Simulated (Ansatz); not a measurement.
Y2Te3 with Sn replacing Y — 119Sn Mössbauer parameters

Cell: a cell of Y2Te3 (space group Fddd) built from a computed structure from the Materials Project (it need not be an observed phase), with all atoms left at the host's positions.

Space group C2 (No. 5); a = 8.7577, b = 26.2001, c = 7.5687 Å, β = 125.35°.

| site | Wyckoff | site symmetry | x | y | z |
| --- | --- | --- | --- | --- | --- |
| Sn | 2b | 2 | 0.5000 | 0.6669 | 0.5000 |
| Y2 | 2b | 2 | 0.5000 | 0.8331 | 0.5000 |
| Y3 | 2a | 2 | 0.0000 | 0.0831 | 0.0000 |
| Y4 | 2a | 2 | 0.0000 | 0.9169 | 0.0000 |
| Y5 | 2b | 2 | 0.5000 | 0.0009 | 0.5000 |
| Y6 | 2b | 2 | 0.5000 | 0.4991 | 0.5000 |
| Y7 | 2a | 2 | 0.0000 | 0.7491 | 0.0000 |
| Y8 | 2a | 2 | 0.0000 | 0.2509 | 0.0000 |
| Te9 | 4c | 1 | 0.2506 | 0.7500 | 0.5000 |
| Te11 | 4c | 1 | 0.7494 | 0.5000 | 0.0000 |
| Te13 | 4c | 1 | 0.7465 | 0.5825 | 0.4984 |
| Te14 | 4c | 1 | 0.7519 | 0.4175 | 0.4984 |
| Te17 | 4c | 1 | 0.2535 | 0.6675 | 0.0016 |
| Te18 | 4c | 1 | 0.7481 | 0.3325 | 0.0016 |

One atom of each set is listed; the run and its k-mesh use a cell of 20 atoms with edges of 14.48, 13.81, 7.57 Å.

All values are calculated (Ansatz; DFT, PBE, plane waves and PAW, scalar-relativistic, 420 eV cutoff, Γ-centred 3×3×3 k-points, Fermi–Dirac smearing 0.01 eV, cell charge +1), not measured.

Isomer shifts (against SnO₂) follow from the electron density at the nucleus, δ = α(ρ − ρ₀), with α = 0.099 mm s⁻¹ a₀³ and ρ₀ = 183191.44 a₀⁻³ from a line fitted to 8 measured compounds at this level of theory (rms miss 0.12 mm/s). ΔE_Q = ½eQV_zz(1 + η²/3)^½ with Q = -0.132 b for the 23.9 keV state.

Task: Where do the absorption lines lie?

Result: Sn (1 atom a cell): δ = 2.50, |ΔE_Q| = 0.29 mm/s, a doublet too narrow to resolve, seen as one line at 2.50 mm/s.

The run isn't spin-polarised, and a state with spin may lie lower. The defect repeats with the cell of 20 atoms, so it feels its images: sites between two images don't show the values beside a lone defect, and zeros or small values of η there can come from the images' arrangement. A uniform background compensates the cell's charge. The defect cell has no gap above 0.1 eV on its mesh, so the values can hang on the smearing and the k-mesh. Without spin–orbit coupling the gradients at and beside Te can be off by some per cent, at some sites by more. The neighbours have not yet relaxed around the defect (largest force 0.46 eV/Å), so a real crystal will differ.

The run took 3.6 min of wall time (3.6 min of CPU time) and 1.8 GiB at its peak, on 1 thread of Intel Xeon Platinum 8175M CPU @ 2.50GHz (Skylake/Cascade Lake) (x86_64; 4 cores open to the job, memory cap 3.0 GiB, no GPU), a shared host with a load of 0.3 a core.
